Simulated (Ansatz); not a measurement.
InP in space group P6_3mc (No. 186; In on 2b, P on 2b, In on 2a, P on 2a), r²SCAN in the plane-wave PAW code Ansatz, all energies at zero smearing, with the estimated change up to a 700 eV cutoff added, with one set of potentials and settings (totals compare only within such a set). Cell of 8 atoms (4 In, 4 P): -25487.189 eV.

```csv
element,reference phase,E (eV/atom)
In,"I4/mmm, 1 atoms in the cell",-5611.8812
P,"Cmce, 4 atoms in the cell",-759.1670
```

Formation energy per atom, worked out: (-25487.189 − 4×(-5611.8812) − 4×(-759.1670))/8 = -0.375 eV/atom (-36 kJ per mol of atoms), at 0 K, without zero-point energy or fitted corrections.

The start of the workflow was typed in or built on a structure type; the Crystallography Open Database copy checked does not list it. It is not the phase usual at ambient conditions (space group No. 216). Symmetry was held in the r²SCAN relaxation; its stability against distortions is not shown here. The references are the lowest solids computed at this level, not always the standard phases.

Potentials: the earlier of the program's two PAW sets.
